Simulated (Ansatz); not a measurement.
HCl in its lowest state found on the top face of a (111) slab of CoSi2 (Fm-3m (No. 225)), 6 planes, outer planes Si (top) and Si (bottom); 1 a cell of 48.73 Å², its atoms last:

```xyz
26
Lattice="7.5013 0.0000 0.0000 -3.7507 6.4963 0.0000 0.0000 0.0000 22.5936" Properties=species:S:1:pos:R:3 pbc="T T T"
Si    1.8753    3.2482    8.0000
Si    3.7507    0.0000    8.0000
Si   -1.8753    3.2482    8.0000
Si    0.0000    0.0000    8.0000
Co    1.8753    1.0827    8.7656
Co    0.0000    4.3309    8.7656
Co    5.6260    1.0827    8.7656
Co    3.7507    4.3309    8.7656
Si    3.7507    2.1654    9.5312
Si    1.8753    5.4136    9.5312
Si    0.0000    2.1654    9.5312
Si   -1.8753    5.4136    9.5312
Si    3.7526    4.3317   11.0298
Si    5.6269    1.0829   11.0281
Si   -0.0007    4.3316   11.0299
Si    1.8758    1.0806   11.0303
Co    3.7506    2.1661   11.8602
Co    1.8763    5.4127   11.8614
Co    0.0011    2.1657   11.8608
Co   -1.8746    5.4128   11.8695
Si   -1.8748    3.2425   12.5679
Si   -0.0036    0.0035   12.5667
Si    1.8757    3.2474   12.5694
Si    3.7577    0.0045   12.5648
Cl   -1.8526    5.4944   15.7907
H    -1.8621    5.4341   14.4786
```

Method: DFT PBE+D3(BJ), scalar-relativistic, plane waves, PAW in Ansatz. Plane waves to 420 eV, a k mesh through Γ of 3×3×1 on the computed 26-atom cell and Gaussian smearing (0.10 eV); no spin polarisation. A dipole correction removes the field between periodic images along c.

The clean top face has a work function of 5.05 eV. Adsorption changes the slab's dipole along +c by Δp = -0.2276 e·Å a cell (-1.09 D an adsorbate).

(1) What change of work function does the Helmholtz equation give?

(2) How does that compare with the calculation?

(3) What does the sign say about the electrons?

## Answers

(1) A sheet of dipoles makes a step in an electron's potential energy of −e·Δp/(ε0·A), and e/ε0 = 180.95 eV·Å for Δp in e·Å: −180.95 × (-0.2276)/48.73 = +0.85 eV. This is the change of φ(top) − φ(bottom). If the bottom face is unmoved, φ(top) becomes 5.89 eV.

(2) φ(top) changes by +0.85 eV and φ(bottom) by 0.00 eV, so their difference changes by +0.85 eV. The bottom face hardly moves.

(3) The change of dipole points into the surface (negative end outward), so the work function rises. The molecule's own dipole can set this sign. Δp also holds the adsorbate's own dipole and the moves of the surface atoms, so it isn't a charge transfer alone.